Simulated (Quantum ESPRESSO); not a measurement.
## WZrNbO7F (a curve over strain)

Simulated, not a measurement. The program is pw.x of Quantum ESPRESSO 7.5 (plane-wave density functional theory). The cell is made up: 11 atoms on a rutile lattice with one site empty, with randomly drawn elements, strain and displacements, not relaxed. PseudoDojo standard norm-conserving files (v0.5 for PBE, v0.4.1 for LDA and PBEsol) set the functional; there is no spin polarisation, spin-orbit coupling or dispersion term, and the masses in the input are unused placeholders.

Seven runs add a strain to one cell (the same along x and y); the atoms follow the cell and are not relaxed. Stress in the table is positive in tension.

Input of the run at -0.0007:

```
&control calculation='scf', pseudo_dir='./dojo.nc.sr.pbe.v0_5.standard.upf', outdir='./o', disk_io='low', tprnfor=.true., tstress=.true. /
&system ibrav=0, nat=11, ntyp=5, nbnd=50, ecutwfc=84.00895049, nosym=.true., tot_charge=0,
 occupations='smearing', smearing='fd', degauss=0.0018374661
/
&electrons conv_thr=7.350e-09, electron_maxstep=60, /
ATOMIC_SPECIES
F 1.0 F.upf
Nb 1.0 Nb.upf
O 1.0 O.upf
W 1.0 W.upf
Zr 1.0 Zr.upf
CELL_PARAMETERS angstrom
4.7767 0.0121 -0.0399
0.0121 4.782 0.0076
-0.0523 0.01 6.272
ATOMIC_POSITIONS angstrom
W -0.0359 -0.0018 -0.0193
Zr 2.3408 2.3931 1.4669
Nb 2.3763 2.403 4.6551
O 1.6202 1.5142 -0.2293
O 3.4941 3.1945 0.1003
O 3.8842 1.022 1.5485
O 1.0419 3.8995 1.6167
O 1.4232 1.5144 3.0263
O 3.297 3.3269 2.9804
O 3.7789 0.9845 4.7723
F 0.8922 3.9326 4.6333
K_POINTS automatic
5 5 4 1 1 1
```

| added strain | free energy less that of the input shown (eV) | stress xx (GPa) | stress yy (GPa) | stress zz (GPa) | stress xy (GPa) | pressure (GPa) | next band up at Gamma (eV) | iterations |
| --- | --- | --- | --- | --- | --- | --- | --- | --- |
| -0.0242 | 0.2059 | -11.38 | -8.73 | 10.00 | 1.50 | 3.37 | 1.146 | 19 |
| -0.0122 | 0.0493 | -5.99 | -3.43 | 13.10 | 0.43 | -1.22 | 1.199 | 20 |
| -0.0007 | 0.0000 | -1.36 | 1.09 | 15.69 | -0.44 | -5.14 | 1.240 | 19 |
| +0.0066 | 0.0149 | 1.32 | 3.71 | 17.16 | -0.92 | -7.40 | 1.259 | 20 |
| +0.0123 | 0.0513 | 3.29 | 5.63 | 18.22 | -1.26 | -9.05 | 1.270 | 20 |
| +0.0149 | 0.0740 | 4.15 | 6.46 | 18.67 | -1.40 | -9.76 | 1.274 | 20 |
| +0.0195 | 0.1234 | 5.63 | 7.89 | 19.45 | -1.65 | -10.99 | 1.280 | 21 |

A cubic fit gives a slope of stress xx against the added strain of 378 GPa at zero added strain, with the atoms clamped. Across the table the free energy follows the integral of the stress to within 4.8 meV. A rerun of one of the cells at 1467 eV and a 7 x 7 x 6 mesh moved values by no more than 0.005 eV in energy, 0.02 GPa in stress and 0.003 eV/Å in force. The band column is the level of band 45 at Gamma less that of band 44, whose number is half the electron count, rounded up; it comes from a band step after each run.